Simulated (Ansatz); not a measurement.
GaSb:
Space group P6₃/mmc (No. 194); a = 3.871 Å, b = 3.871 Å, c = 7.147 Å, α = 90.00°, β = 90.00°, γ = 120.00°

| atom | site | symmetry | x | y | z |
|---|---|---|---|---|---|
| Ga | 2a | -3m. | 0.0000 | 0.0000 | 0.0000 |
| Sb | 2c | -6m2 | 0.3333 | 0.6667 | 0.2500 |

Relaxed with PBEsol.

Q: Decompose the optical modes at the zone centre into irreducible representations, and say which are infrared and Raman allowed.

A: Point group 6/mmm: Γ_opt = A2u + B1g + B2u + E1u + E2g + E2u. Infrared: A2u, E1u. Raman: E2g.

Q: Assign frequencies (DFPT, PBEsol in the plane-wave PAW code Ansatz).

A: E2g 80, E2u 97, B1g 104, E1u 126, A2u 126, B2u 132 cm⁻¹.

Subscripts of B labels follow the axes of the standard setting.

Space group P6_3/mmc (NiAs type). The start of the workflow was typed in or built on a structure type; neither database checked (COD, Materials Project) lists it. It is not the phase usual at ambient conditions (space group No. 216). The PBEsol relaxation kept the symmetry of its start; of distortions, only those at the zone centre were tested. As this level gives no gap, phonon frequencies hold no LO–TO term and depend on the k-mesh and smearing (Fermi–Dirac, 0.1 eV here). Spin–orbit coupling is left out wherever it is not named.

Potentials: the later of the program's two PAW sets.
